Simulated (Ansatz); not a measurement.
Be$_{2}$C:
Space group Fm-3m (No. 225); a = b = c = 4.328 Å, α = β = γ = 90.00°

| atom | site | symmetry | x | y | z |
|---|---|---|---|---|---|
| Be | 8c | -43m | 0.2500 | 0.2500 | 0.2500 |
| C | 4a | m-3m | 0.0000 | 0.0000 | 0.0000 |
(The calculation used a cell of 3 atoms; values per cell refer to that cell.)

Relaxed with PBE. Independent-particle spectrum: no excitons, no local fields, no scissors shift; 0.1 eV broadening; ε₁ of the summed bands alone.

Q: Tabulate the dielectric function from the program Ansatz at the PBE level (PAW).

A: 

```csv
E (eV),ε₁ xx,ε₂ xx
0.0,7.18,0.00
0.3,7.19,0.00
0.6,7.22,0.00
0.9,7.28,0.00
1.2,7.35,0.00
1.5,7.45,0.00
1.8,7.58,0.00
2.1,7.74,0.00
2.4,7.94,0.00
2.7,8.19,0.00
3.0,8.49,0.00
3.3,8.88,0.00
3.6,9.40,0.00
3.9,10.18,0.00
4.2,11.66,0.81
4.5,11.65,2.02
4.8,11.77,2.56
5.1,12.11,2.97
5.4,12.74,3.35
5.7,13.93,3.79
6.0,16.09,5.58
6.3,17.23,7.86
6.6,19.62,11.27
6.9,20.30,20.43
7.2,14.78,28.57
7.5,-6.86,31.13
7.8,-7.92,17.91
8.1,-6.70,13.84
8.4,-6.11,11.35
8.7,-5.43,9.80
9.0,-5.40,8.79
9.3,-5.17,7.55
9.6,-4.80,6.60
9.9,-4.38,5.91
10.2,-4.06,5.44
10.5,-3.96,5.32
10.8,-4.10,4.69
11.1,-3.93,4.18
11.4,-3.92,3.71
11.7,-3.66,3.15
12.0,-3.44,2.86
```

Q: From ε at 4.4 eV (xx: 11.67 + 1.75i), find n, k, the normal reflectivity and the absorption coefficient.

A: n = 3.43, k = 0.255, R = 30 %, α = 2kE/ħc = 110000 cm⁻¹.

With all bands, ε∞ without local fields is 7.24. DFPT, with local fields, gives 6.98.

Symmetry was held in the PBE relaxation; phonons on a q-mesh show no instability.

Potentials: the later of the program's two PAW sets.
